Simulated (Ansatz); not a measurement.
Si$_{2}$Ru (MoSi2 or CaC2 type, I4/mmm) under volume change, plane-wave PAW PBE (Ansatz code), shape and atoms relaxed at each volume.

```tsv
V (Å³/atom)	E − E(relaxed) (meV/atom)	P (GPa)
12.087	77.5	22.65
12.485	32.5	13.82
12.884	7.7	6.34
13.282	0.0	0.00
13.680	6.8	-5.35
14.079	25.9	-9.84
14.477	55.2	-13.60
```

Problem. What does a third-order Birch–Murnaghan fit give for V₀, B₀ and B′?

Solution. V₀ = 13.28 Å³/atom, B₀ = 193 GPa, B′ = 4.6.

The cell is a constructed one: a structure type filled with these elements; neither database checked (COD, Materials Project) lists it. Whether it is the stable phase at ambient conditions was not checked. The cell was relaxed with PBE under the symmetry of its start; its stability against distortions is not shown here. No spin polarisation was allowed.

Potentials: the later of the program's two PAW sets.
